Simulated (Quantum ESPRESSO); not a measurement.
## AgGa3W2Mo2 (one run as intended and one with a planted mistake)

Computed values, not a measurement. The program is pw.x of Quantum ESPRESSO 7.5 (plane-wave density functional theory). The cell is made up: eight metal atoms on a face-centred cubic lattice, with elements, volume, strain and displacements drawn at random and not relaxed, so it may be unstable or far from any real phase. PseudoDojo standard norm-conserving files set the functional (PBE unless stated); there is no spin polarisation or spin-orbit coupling, the Fermi-Dirac width of 0.25 eV means electrons at about 2900 K, and the masses in the input are unused placeholders. Heavy elements are run without spin-orbit coupling, which real alloys of them have. A spin test at this wide smearing found no moment, but such smearing suppresses magnetism that the real alloy may have.

Intended input:

```
&control calculation='scf', pseudo_dir='./dojo.nc.sr.pbe.v0_5.standard.upf', outdir='./o', disk_io='minimal', tprnfor=.true., tstress=.true. /
&system ibrav=0, nat=8, ntyp=4, nbnd=70, ecutwfc=82.02448710, nosym=.true., tot_charge=0,
 occupations='smearing', smearing='fd', degauss=0.0183746611
/
&electrons conv_thr=1.470e-08, electron_maxstep=70, mixing_beta=0.5 /
ATOMIC_SPECIES
Ag 1.0 Ag.upf
Ga 1.0 Ga.upf
Mo 1.0 Mo.upf
W 1.0 W.upf
CELL_PARAMETERS angstrom
0.0158 -2.0414 -2.0724
0.0334 4.0456 -4.1076
8.2267 0.0018 -0.0651
ATOMIC_POSITIONS angstrom
Ag 0.048 0.1506 0.0548
Ga 4.0481 0.036 -0.1894
Ga -0.0331 2.022 -2.072
W 4.0061 1.9458 -2.128
Ga 2.1015 -0.0296 -2.0948
Mo 6.1505 0.0456 -2.2637
Mo 1.9731 1.869 -4.1242
W 6.1714 2.2446 -4.1958
K_POINTS automatic
8 4 3 1 1 1
```

The log is shortened where brackets say so; the opening notice, blank lines, dates and the lines on written files are dropped, and the path of the files is cut. It prints rydbergs, bohrs and kilobars, and counts compression as positive stress. Its total energy is the free energy E - TS of the whole cell.

Log of the intended run:

```
     Program PWSCF v.7.5
     Parallel version (MPI & OpenMP), running on       4 processor cores
     Number of MPI processes:                 4
     Threads/MPI process:                     1
     [start-up lines left out]
     bravais-lattice index     =            0
     lattice parameter (alat)  =       5.4973  a.u.
     unit-cell volume          =     930.9183 (a.u.)^3
     number of atoms/cell      =            8
     number of atomic types    =            4
     number of electrons       =       114.00
     number of Kohn-Sham states=           70
     kinetic-energy cutoff     =      82.0245  Ry
     charge density cutoff     =     328.0979  Ry
     scf convergence threshold =      1.5E-08
     mixing beta               =       0.5000
     number of iterations used =            8  plain     mixing
     Exchange-correlation= PBE
                           (   1   4   3   4   0   0   0)
     [axes and pseudopotential details left out]
   Cartesian axes
     site n.     atom                  positions (alat units)
         1        Ag     tau(   1) = (   0.0165004   0.0517700   0.0188380  )
         2        Ga     tau(   2) = (   1.3915676   0.0123753  -0.0651078  )
         3        Ga     tau(   3) = (  -0.0113784   0.6950791  -0.7122670  )
         4        W      tau(   4) = (   1.3771298   0.6688847  -0.7315175  )
         5        Ga     tau(   5) = (   0.7224079  -0.0101752  -0.7201047  )
         6        Mo     tau(   6) = (   2.1142849   0.0156754  -0.7781655  )
         7        Mo     tau(   7) = (   0.6782693   0.6424841  -1.4177276  )
         8        W      tau(   8) = (   2.1214695   0.7715997  -1.4423407  )
     number of k points=    48  Fermi-Dirac smearing, width (Ry)=  0.0184
                       cart. coord. in units 2pi/alat
        k(    1) = (   0.0582407   0.0003883  -0.0876695), wk =   0.0416667
        k(    2) = (  -0.1775122   0.0004490  -0.0895267), wk =   0.0416667
     [further k points left out]
     Dense  grid:    93369 G-vectors     FFT dimensions: (  32,  64,  90)
     Estimated max dynamical RAM per process >     317.76 MB
     Estimated total dynamical RAM >       1.17 GB
     Initial potential from superposition of free atoms
     starting charge     113.9876, renormalised to     114.0000
     Starting wfcs are   77 randomized atomic wfcs
     total cpu time spent up to now is        4.8 secs
     per-process dynamical memory:   239.0 Mb
     Self-consistent Calculation
     iteration #  1     ecut=    82.02 Ry     beta= 0.50
     Davidson diagonalization with overlap
     ethr =  1.00E-02,  avg # of iterations =  3.0
     total cpu time spent up to now is       15.9 secs
     total energy              =   -1351.99491145 Ry
     estimated scf accuracy    <       2.17837062 Ry
     iteration #  2     ecut=    82.02 Ry     beta= 0.50
     Davidson diagonalization with overlap
     ethr =  1.91E-03,  avg # of iterations =  5.5
     total cpu time spent up to now is       28.5 secs
     total energy              =   -1350.81344475 Ry
     estimated scf accuracy    <      32.74110493 Ry
     [iterations 3 to 14 left out]
     iteration # 15     ecut=    82.02 Ry     beta= 0.50
     Davidson diagonalization with overlap
     ethr =  2.11E-09,  avg # of iterations =  1.0
     total cpu time spent up to now is      157.6 secs
     total energy              =   -1353.22407636 Ry
     estimated scf accuracy    <       0.00000028 Ry
     iteration # 16     ecut=    82.02 Ry     beta= 0.50
     Davidson diagonalization with overlap
     ethr =  2.44E-10,  avg # of iterations =  1.4
     total cpu time spent up to now is      166.2 secs
     End of self-consistent calculation
     [lines on levels left out]
!    total energy              =   -1353.22407637 Ry
     estimated scf accuracy    <          3.1E-09 Ry
     smearing contrib. (-TS)   =      -0.10410312 Ry
     internal energy E=F+TS    =   -1353.11997325 Ry
     The total energy is F=E-TS. E is the sum of the following terms:
     one-electron contribution =    -381.27017275 Ry
     hartree contribution      =     270.40344119 Ry
     xc contribution           =    -279.05343894 Ry
     ewald contribution        =    -963.19980275 Ry
     convergence has been achieved in  16 iterations
     Forces acting on atoms (cartesian axes, Ry/au):
     atom    1 type  1   force =    -0.01058172   -0.00263541   -0.02207731
     atom    2 type  2   force =     0.02021182   -0.02393451    0.03062793
     atom    3 type  2   force =    -0.02136193    0.01387136   -0.01555037
     atom    4 type  4   force =     0.03492977    0.04327859   -0.04143231
     atom    5 type  2   force =    -0.00601693   -0.01213629    0.00614309
     atom    6 type  3   force =    -0.02444364   -0.00430053    0.00534017
     atom    7 type  3   force =     0.03813992   -0.00049828    0.02032654
     atom    8 type  4   force =    -0.03087728   -0.01364494    0.01662226
     Total force =     0.111247     Total SCF correction =     0.000345
     Computing stress (Cartesian axis) and pressure
          total   stress  (Ry/bohr**3)                   (kbar)     P=     -100.77
  -0.00046102  -0.00018918   0.00023445          -67.82      -27.83       34.49
  -0.00018918  -0.00076937   0.00001501          -27.83     -113.18        2.21
   0.00023445   0.00001501  -0.00082477           34.49        2.21     -121.33
     init_run     :      4.56s CPU      4.76s WALL (       1 calls)
     electrons    :    160.47s CPU    161.37s WALL (       1 calls)
     forces       :      1.61s CPU      1.65s WALL (       1 calls)
     stress       :      5.51s CPU      5.52s WALL (       1 calls)
     [timing details left out]
     PWSCF        :   2m52.22s CPU   2m53.39s WALL
     JOB DONE.
```

A second run has one planted mistake: one coordinate of one atom is wrong. The input lines that differ:

```
- Ga -0.0331 2.022 -2.072
+ Ga -0.0331 1.792 -2.072
```

Its log:

```
     Program PWSCF v.7.5
     Parallel version (MPI & OpenMP), running on       4 processor cores
     Number of MPI processes:                 4
     Threads/MPI process:                     1
     [start-up lines left out]
     bravais-lattice index     =            0
     lattice parameter (alat)  =       5.4973  a.u.
     unit-cell volume          =     930.9183 (a.u.)^3
     number of atoms/cell      =            8
     number of atomic types    =            4
     number of electrons       =       114.00
     number of Kohn-Sham states=           70
     kinetic-energy cutoff     =      82.0245  Ry
     charge density cutoff     =     328.0979  Ry
     scf convergence threshold =      1.5E-08
     mixing beta               =       0.5000
     number of iterations used =            8  plain     mixing
     Exchange-correlation= PBE
                           (   1   4   3   4   0   0   0)
     [axes and pseudopotential details left out]
   Cartesian axes
     site n.     atom                  positions (alat units)
         1        Ag     tau(   1) = (   0.0165004   0.0517700   0.0188380  )
         2        Ga     tau(   2) = (   1.3915676   0.0123753  -0.0651078  )
         3        Ga     tau(   3) = (  -0.0113784   0.6160147  -0.7122670  )
         4        W      tau(   4) = (   1.3771298   0.6688847  -0.7315175  )
         5        Ga     tau(   5) = (   0.7224079  -0.0101752  -0.7201047  )
         6        Mo     tau(   6) = (   2.1142849   0.0156754  -0.7781655  )
         7        Mo     tau(   7) = (   0.6782693   0.6424841  -1.4177276  )
         8        W      tau(   8) = (   2.1214695   0.7715997  -1.4423407  )
     number of k points=    48  Fermi-Dirac smearing, width (Ry)=  0.0184
                       cart. coord. in units 2pi/alat
        k(    1) = (   0.0582407   0.0003883  -0.0876695), wk =   0.0416667
        k(    2) = (  -0.1775122   0.0004490  -0.0895267), wk =   0.0416667
     [further k points left out]
     Dense  grid:    93369 G-vectors     FFT dimensions: (  32,  64,  90)
     Estimated max dynamical RAM per process >     317.76 MB
     Estimated total dynamical RAM >       1.17 GB
     Initial potential from superposition of free atoms
     starting charge     113.9876, renormalised to     114.0000
     Starting wfcs are   77 randomized atomic wfcs
     total cpu time spent up to now is        5.1 secs
     per-process dynamical memory:   239.0 Mb
     Self-consistent Calculation
     iteration #  1     ecut=    82.02 Ry     beta= 0.50
     Davidson diagonalization with overlap
     ethr =  1.00E-02,  avg # of iterations =  3.0
     total cpu time spent up to now is       16.8 secs
     total energy              =   -1351.97475412 Ry
     estimated scf accuracy    <       2.18555902 Ry
     iteration #  2     ecut=    82.02 Ry     beta= 0.50
     Davidson diagonalization with overlap
     ethr =  1.92E-03,  avg # of iterations =  5.5
     total cpu time spent up to now is       30.5 secs
     total energy              =   -1350.80464604 Ry
     estimated scf accuracy    <      33.42012857 Ry
     [iterations 3 to 16 left out]
     iteration # 17     ecut=    82.02 Ry     beta= 0.50
     Davidson diagonalization with overlap
     ethr =  1.34E-11,  avg # of iterations =  4.5
     total cpu time spent up to now is      185.0 secs
     total energy              =   -1353.21150406 Ry
     estimated scf accuracy    <       0.00000013 Ry
     iteration # 18     ecut=    82.02 Ry     beta= 0.50
     Davidson diagonalization with overlap
     ethr =  1.34E-11,  avg # of iterations =  2.3
     total cpu time spent up to now is      195.0 secs
     End of self-consistent calculation
     [lines on levels left out]
!    total energy              =   -1353.21150406 Ry
     estimated scf accuracy    <          3.2E-09 Ry
     smearing contrib. (-TS)   =      -0.10451518 Ry
     internal energy E=F+TS    =   -1353.10698888 Ry
     The total energy is F=E-TS. E is the sum of the following terms:
     one-electron contribution =    -383.30338464 Ry
     hartree contribution      =     271.39092449 Ry
     xc contribution           =    -279.05395639 Ry
     ewald contribution        =    -962.14057234 Ry
     convergence has been achieved in  18 iterations
     Forces acting on atoms (cartesian axes, Ry/au):
     atom    1 type  1   force =    -0.01050619   -0.01340256   -0.01047864
     atom    2 type  2   force =     0.01990553   -0.02487570    0.02977042
     atom    3 type  2   force =    -0.01082128    0.04397639   -0.02976925
     atom    4 type  4   force =     0.03496266    0.04300911   -0.04250470
     atom    5 type  2   force =     0.00005958   -0.01432758    0.00630929
     atom    6 type  3   force =    -0.03467368   -0.01172278    0.00587854
     atom    7 type  3   force =     0.02905538   -0.00696877    0.02218521
     atom    8 type  4   force =    -0.02798200   -0.01568811    0.01860913
     Total force =     0.120403     Total SCF correction =     0.000411
     Computing stress (Cartesian axis) and pressure
          total   stress  (Ry/bohr**3)                   (kbar)     P=      -98.13
  -0.00043844  -0.00017877   0.00023685          -64.50      -26.30       34.84
  -0.00017877  -0.00075509   0.00000272          -26.30     -111.08        0.40
   0.00023685   0.00000272  -0.00080772           34.84        0.40     -118.82
     init_run     :      4.89s CPU      5.07s WALL (       1 calls)
     electrons    :    188.74s CPU    189.82s WALL (       1 calls)
     forces       :      1.58s CPU      1.59s WALL (       1 calls)
     stress       :      5.39s CPU      5.40s WALL (       1 calls)
     [timing details left out]
     PWSCF        :   3m20.68s CPU   3m21.97s WALL
     JOB DONE.
```

|  | intended run | run with the mistake |
| --- | --- | --- |
| free energy (eV) | -18411.552 | -18411.380 |
| entropy term -TS, part of it (eV) | -1.416 | -1.422 |
| pressure (GPa) | -10.08 | -9.81 |
| size of the largest force component (eV/Å) | 1.113 | 1.131 |
| largest change of a force component (eV/Å) |  | 0.774 |
| iterations | 16 | 18 |

For scale, a rerun of the intended cell at a higher cutoff and on a denser mesh moved values by no more than 0.009 eV in energy, 0.10 GPa in stress and 0.009 eV/Å in force, and a second program with other atomic files agreed on that cell to 2 % rms in force and 0.5 GPa in pressure.